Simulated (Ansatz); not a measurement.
# Ti3Al: from a starting cell to a relaxed one

The start is a generated cell, Ti3Al built in the D03 structure type. The cell and all atomic positions are relaxed at zero pressure with r2SCAN (plane waves to 500 eV, PAW, scalar-relativistic; Ansatz, a first-principles code). The first steps use a coarse 8×8×8 k-mesh.

Initial structure:
```yaml
crystal:
  lattice:
    - [0.00000, 3.46777, 3.46777]
    - [3.46777, 0.00000, 3.46777]
    - [3.46777, 3.46777, 0.00000]
  atoms:
    - { symbol: Al, position: [0.00000, 0.00000, 0.00000] }
    - { symbol: Ti, position: [0.50000, 0.50000, 0.50000] }
    - { symbol: Ti, position: [0.25000, 0.25000, 0.25000] }
    - { symbol: Ti, position: [0.75000, 0.75000, 0.75000] }
```

### Question
How large is the pressure on the unrelaxed cell, and of which sign?

### Answer
-17.7 GPa (negative: the cell is under tension).

### Question
By how much does the energy per atom fall from start to end?

### Answer
0.28 eV/atom.

### Question
What band gap does the relaxed structure have at this level?

### Answer
No gap (metallic).

The space group stays Fm-3m (No. 225) (the run could not lower it); the end is AFLOW prototype AB3_cF16_225_a_bc (D0_3, as in BiF3), with 4 atoms in the primitive cell. Final values are on a 13×13×13 k-mesh of the relaxed cell. No spin polarisation in the result. A magnetic state may lie lower.

The run could not lose the symmetry of its start.

All atoms sit on sites fixed by symmetry, so only the cell could relax.

The first start was generated by placing the elements on the sites of a structure type. Materials Project lists a structure of Ti3Al in the same space group, Fm-3m (No. 225); the sites were not compared with it, nor with measured phases. Known forms of Ti3Al include space group No. 194.
